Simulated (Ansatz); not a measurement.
YSi$_{2}$Pd$_{2}$: checking dH/dP = V

Level of theory: DFT r2SCAN, scalar-relativistic, plane waves, PAW (Ansatz 0.2.0). (500 eV cutoff, 12×12×12 k-mesh, Gaussian smearing of 0.10 eV, no spin polarisation)

Reference structure (relaxed):

```xyz
5
Lattice="-2.0684 2.0684 4.9591 2.0684 -2.0684 4.9591 2.0684 2.0684 -4.9591" Properties=species:S:1:pos:R:3 pbc="T T T"
Y     0.0000    0.0000    0.0000
Si    0.0000    0.0000    3.7970
Si    0.0000    0.0000    6.1213
Pd    0.0000    2.0684    2.4796
Pd    2.0684    0.0000    2.4796
```

Cell and atoms were relaxed at each target pressure within the start's symmetry (I4/mmm), at zero temperature; other phases can be more stable under pressure. H = E + PV with P the target; E is the free energy at the smearing used, whose derivative the pressure is, per atom and counted from zero pressure. The mesh named is that at zero pressure; some other pressures ran on another.

```csv
P (GPa),V (Å³/atom),E − E0 (meV),H − H0 (meV)
0,16.973,0.0,0.0
2,16.740,1.4,210.4
5,16.421,8.3,520.8
10,15.948,30.3,1025.7
20,15.178,101.2,1995.9
40,14.057,306.9,3816.2
```

Task: Thermodynamics gives dH/dP = V along a relaxed path. Integrate V over P by the trapezoid rule and compare with the computed enthalpies.

Result: With 1 eV/Å³ = 160.22 GPa, each step adds the mean volume times ΔP / 160.22:
```tsv
P (GPa)	∫V dP (meV)	H − H0 (meV)	difference (meV)
2	210.4	210.4	0.0
5	520.9	520.8	0.1
10	1026.0	1025.7	0.3
20	1997.3	1995.9	1.4
40	3822.0	3816.2	5.8
```

V(P) curves upward, so the trapezoid rule runs high; integrating a smooth curve through the same points (P as a polynomial of degree 4 in ln V) puts that excess at about 5.6 meV at 40 GPa, against the 5.8 meV found.

Task: At 40 GPa, how much of the enthalpy change is stored energy and how much is the PV term?

Result: E rises by 307 meV/atom and PV is 40 × 14.057 / 160.22 = 3509 meV/atom, so PV makes 92 % of ΔH. So between rival structures at high pressure a small difference in volume can outweigh the difference in energy: 1 % of this volume is worth 35.1 meV/atom at this pressure.

Task: What bulk modulus do the lowest pressures give?

Result: From the pressures that the runs reached, -2.00 GPa (17.224 Å³) and 2.01 GPa (16.740 Å³), B = −ΔP/Δln V = 4.01 / 0.0285 = 141 GPa, a mean over that range.